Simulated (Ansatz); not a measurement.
Relaxed-ion elastic tensor of Mg2C (anti-fluorite, Fm-3m) in GPa (Voigt order), PBEsol in the plane-wave PAW code Ansatz; density 2.52 g/cm³, 13.29 Å³ per atom.

|  | 1 | 2 | 3 | 4 | 5 | 6 |
|---|---|---|---|---|---|---|
| 1 | 284 | -0.1 | -0.1 | 0.0 | 0.0 | 0.0 |
| 2 | -0.1 | 284 | -0.1 | 0.0 | 0.0 | 0.0 |
| 3 | -0.1 | -0.1 | 284 | 0.0 | 0.0 | 0.0 |
| 4 | 0.0 | 0.0 | 0.0 | 56.7 | 0.0 | 0.0 |
| 5 | 0.0 | 0.0 | 0.0 | 0.0 | 56.7 | 0.0 |
| 6 | 0.0 | 0.0 | 0.0 | 0.0 | 0.0 | 56.7 |

Task: Is the crystal mechanically stable?

Result: Yes: the smallest eigenvalue of C is 56.7 GPa.

Task: Work out the Voigt, Reuss and Hill averages.

Result: K_V = 94.6, K_R = 94.6, K_H = 94.6; G_V = 90.8, G_R = 74.6, G_H = 82.7 GPa.

Task: Give Young's modulus, Poisson's ratio, Pugh's ratio and the universal anisotropy index.

Result: E = 9KG/(3K + G) = 192 GPa; ν = 0.16; K/G = 1.14 (brittle by the Pugh limit of 1.75); A_U = 5G_V/G_R + K_V/K_R − 6 = 1.08.

Task: Estimate the sound speeds and the Debye temperature.

Result: v_l = √((K + 4G/3)/ρ) = 9010 m/s, v_t = √(G/ρ) = 5720 m/s, mean 6290 m/s; Θ = (h/k)(3n/4πV)^(1/3) v_m = 791 K.

Task: Give the Zener ratio and Young's modulus along [100], [110] and [111].

Result: A = 2C44/(C11 − C12) = 0.40; 1/E = S11 − 2(S11 − S12 − S44/2)Γ with Γ = 0, 1/4, 1/3 gives 284, 162, 142 GPa.

Task: Solve the Christoffel equation for the three sound speeds along [100], [110], [111].

Result: Eigenvalues of C_ijkl n_j n_l equal ρv². In km/s, slowest first: [100] 4.74, 4.74, 10.60; [110] 4.74, 7.50, 8.87; [111] 6.71, 6.71, 8.21.

A made-up cell: these elements were put on the sites of a structure type; neither database checked (COD, Materials Project) lists it. Whether it is the stable phase at ambient conditions was not checked. Symmetry was held in the PBEsol relaxation; phonons on a q-mesh show no instability.

Potentials: the later of the program's two PAW sets.
